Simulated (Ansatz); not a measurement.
Ta (bcc, W type)

```
CELL_PARAMETERS angstrom
     -1.64098     1.64098     1.64098
      1.64098    -1.64098     1.64098
      1.64098     1.64098    -1.64098
ATOMIC_POSITIONS crystal
  Ta 0.00000 0.00000 0.00000
```

Grid over V/V₀ and (c/a)/(c/a)₀, subscript 0 meaning the relaxed cell; the conventional c axis lies along z; no internal relaxation.

These are PBEsol (plane waves to 420 eV, PAW, scalar-relativistic; Ansatz, an electronic-structure program) values and carry that method's errors. k mesh 20×20×20 (Γ-centred), Fermi-Dirac smearing 0.05 eV. Stress and pressure are positive under compression. With partly filled bands, the response to shear is sensitive to the k mesh, so small differences along c/a are uncertain. Spin-orbit coupling is left out, though Ta is heavy. Ta is run without spin polarisation. Ta was relaxed with its symmetry unable to fall.

At one point of the scan the stress tensor (GPa) is:

```
    3.3      0.0      0.0
    0.0      3.3      0.0
    0.0      0.0     -5.3
```

Problem. Which point is it?
A) V/V₀ = 1.000, (c/a)/(c/a)₀ = 1.080
B) V/V₀ = 1.080, (c/a)/(c/a)₀ = 1.080
C) V/V₀ = 0.960, (c/a)/(c/a)₀ = 1.000
D) V/V₀ = 1.000, (c/a)/(c/a)₀ = 1.040

Solution. A, V/V₀ = 1.000, (c/a)/(c/a)₀ = 1.080

(A scan under strain: stresses follow from slopes of the energy per volume, elastic moduli from its curvatures.)
